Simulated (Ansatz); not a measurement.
CoPtO2:
```xyz
4
Lattice="1.3914 0.8033 5.8535 -1.3914 0.8033 5.8535 0.0000 -1.6067 5.8535" Properties=species:S:1:pos:R:3 pbc="T T T"
Co     0.0000     0.0000     8.7802
Pt     0.0000     0.0000     0.0000
O      0.0000     0.0000    15.5882
O      0.0000     0.0000     1.9721
```

Relaxed with LDA.

Problem. Which orbitals make up the states near the Fermi level in LDA in the plane-wave PAW code Ansatz?

Solution. Within 0.5 eV of the Fermi level: Pt 5d 42 %, Co 3d 35 %, O 2p 11 %, O 2s 6 %. Projections are on Löwdin-orthogonalised atomic valence shells; empty p or d shells of many metals are not among them.

Problem. Tabulate the density of states.

Solution. States/eV per cell of 4 atoms, in 0.25 eV bins, energy from the Fermi level.

```csv
E (eV),total,Co 3d,Pt 5d,O 2p
-7.85,1.75,0.29,0.12,1.19
-7.60,2.61,0.39,0.33,1.67
-7.35,2.65,0.40,0.38,1.70
-7.10,2.46,0.44,0.40,1.39
-6.85,3.52,0.86,0.41,2.01
-6.60,4.92,1.14,0.56,2.89
-6.35,2.69,0.38,0.53,1.68
-6.10,3.52,0.33,1.24,1.74
-5.85,3.26,0.26,1.17,1.61
-5.60,3.02,0.23,0.82,1.77
-5.35,3.07,0.23,0.79,1.87
-5.10,2.71,0.22,0.76,1.57
-4.85,2.01,0.16,0.68,1.07
-4.60,1.83,0.11,0.75,0.90
-4.35,1.11,0.05,0.52,0.51
-4.10,1.09,0.04,0.75,0.24
-3.85,1.79,0.07,1.41,0.19
-3.60,1.64,0.13,1.24,0.15
-3.35,2.14,0.22,1.55,0.24
-3.10,2.82,0.26,1.98,0.41
-2.85,3.40,0.36,2.33,0.57
-2.60,2.16,0.29,1.55,0.20
-2.35,3.31,0.64,2.38,0.19
-2.10,4.97,1.90,2.78,0.18
-1.85,3.76,1.83,1.65,0.19
-1.60,5.73,4.05,1.08,0.39
-1.35,4.49,3.14,0.89,0.31
-1.10,7.98,6.07,0.90,0.84
-0.85,5.35,3.06,1.16,0.97
-0.60,1.04,0.32,0.51,0.15
-0.35,0.58,0.03,0.48,0.02
-0.10,0.53,0.03,0.42,0.02
0.15,1.02,0.40,0.38,0.09
0.40,2.62,1.23,0.67,0.39
0.65,2.37,1.13,0.47,0.49
0.90,2.53,1.34,0.25,0.68
1.15,4.49,2.38,0.33,1.51
1.40,3.72,1.64,0.54,1.36
1.65,2.60,0.97,0.54,0.94
1.90,0.50,0.13,0.16,0.16
2.15,0.04,0.01,0.02,0.01
2.40,0.05,0.00,0.00,0.00
2.65,0.12,0.00,0.02,0.01
2.90,0.22,0.01,0.04,0.03
3.15,0.50,0.02,0.11,0.09
3.40,1.05,0.04,0.26,0.24
3.65,1.36,0.06,0.32,0.35
3.90,1.47,0.07,0.32,0.40
4.15,1.72,0.09,0.37,0.51
4.40,0.32,0.01,0.04,0.04
4.65,0.24,0.00,0.02,0.02
```

Space group R-3m. The LDA relaxation kept the symmetry of its start; of distortions, only those at the zone centre were tested. The run is not spin-polarised. No Hubbard U is applied. Without spin polarisation and U, an open-shell compound can come out a false metal. Scalar-relativistic: spin–orbit coupling is off unless named, which matters more the heavier the elements.

Potentials: the later of the program's two PAW sets.
